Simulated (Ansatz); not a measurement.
Te (trigonal Se type, P3_121) at seven volumes, DFT-LDA in the program Ansatz with PAW potentials, shape and atoms relaxed at each. One row is withheld.

```csv
V (Å³/atom),P (GPa)
28.499,4.74
29.438,?
30.378,1.24
31.317,-0.01
32.257,-1.00
33.196,-1.76
34.136,-2.31
```

### Question
Fit the shown pressures and predict the withheld one.

### Answer
P = (3/2)B₀(x^(7/2) − x^(5/2))[1 + (3/4)(B′ − 4)(x − 1)] with x = (V₀/V)^(2/3). Least squares on the six rows gives V₀ = 31.306 Å³/atom, B₀ = 36.6 GPa, B′ = 6.98. At V = 29.438, x = 1.0419 and P = 2.79 GPa. The run itself gave 2.82 GPa.

Symmetry was held in the LDA relaxation. A crystal of weakly bound chains computed without a dispersion correction: the cell and the soft elastic constants depend strongly on that. Spin–orbit coupling is left out wherever it is not named.

Potentials: the later of the program's two PAW sets.
